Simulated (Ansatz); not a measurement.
Relaxed-ion elastic tensor of PbS (zinc blende, F-43m) in GPa (Voigt order), plane-wave PAW r²SCAN (Ansatz code); density 5.52 g/cm³, 35.97 Å³ per atom.

```csv
,1,2,3,4,5,6
1,39.8,37.8,37.8,0.0,0.0,0.0
2,37.8,39.8,37.8,0.0,0.0,0.0
3,37.8,37.8,39.8,0.0,0.0,0.0
4,0.0,0.0,0.0,-7.8,0.0,0.0
5,0.0,0.0,0.0,0.0,-7.8,0.0
6,0.0,0.0,0.0,0.0,0.0,-7.8
```

### Question
Is the crystal mechanically stable?

### Answer
No: the smallest eigenvalue of C is -7.8 GPa.

The start of the workflow was typed in or built on a structure type; neither database checked (COD, Materials Project) lists it. It is not the phase usual at ambient conditions (space group No. 225). Symmetry was held in the r²SCAN relaxation. At this level the phase is mechanically unstable. Scalar-relativistic: spin–orbit coupling is off unless named, which matters more the heavier the elements.

Potentials: the earlier of the program's two PAW sets.
